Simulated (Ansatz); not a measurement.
LiCl (rock salt)

```
LiCl
1.0
    0.00000     2.57516     2.57516
    2.57516     0.00000     2.57516
    2.57516     2.57516     0.00000
Li Cl
1 1
Direct
  0.00000   0.00000   0.00000
  0.50000   0.50000   0.50000
```

The slice is a {111} plane (indices of the conventional cell) through the point (0.000, 0.000, 0.000) (fractional), spanned by u = [100] and v = [-1 2 0] in vectors of this cell: u (3.64 Å) and v (6.31 Å, at 90° to u). It covers one period; positions are fractions (u, v).

The numbers are results of PBE (plane waves to 420 eV, PAW, scalar-relativistic; Ansatz, an electronic-structure program), not measurements. k mesh 11×11×11. Inside the PAW spheres the values are not all-electron values, and peaks at nuclei hang on which shells count as valence. LiCl was relaxed with its symmetry unable to fall.

Problem. Predict the map of the electrostatic potential energy of an electron, from the cell's mean on the slice.

Solution. 
```
|xxxx0699961xxx|
|xxxx3799973xxx|
|xxx268999862xx|
|01368999998631|
|66789999999876|
|89999998999999|
|99998766678999|
|99986310136899|
|99862xxxxx2689|
|9973xxxxxxx379|
|9960xxxxxxx169|
|9960xxxxxxx069|
|9961xxxxxxx069|
|9973xxxxxxx379|
|99862xxxxx2689|
|99986310136899|
|99998766678999|
|89999998999999|
|66789999999876|
|01368999998631|
|xxx268999862xx|
|xxxx3799973xxx|
|xxxx1699960xxx|
|xxxx0699960xxx|
```
Scale: ten equal steps from 1.91 (start of '0') to 5.61 (end of '9'), in the order '0123456789'. Values: electrostatic potential energy of an electron, from the cell's mean, in eV. The map has 14 points along u (one character each, u = 0 at the left) and 24 along v (v = 0 in the bottom row). Points within 1 Å of a nucleus are blanked (x), as the pseudised field means little there. The zero, the cell's mean, hangs on the PAW cores.
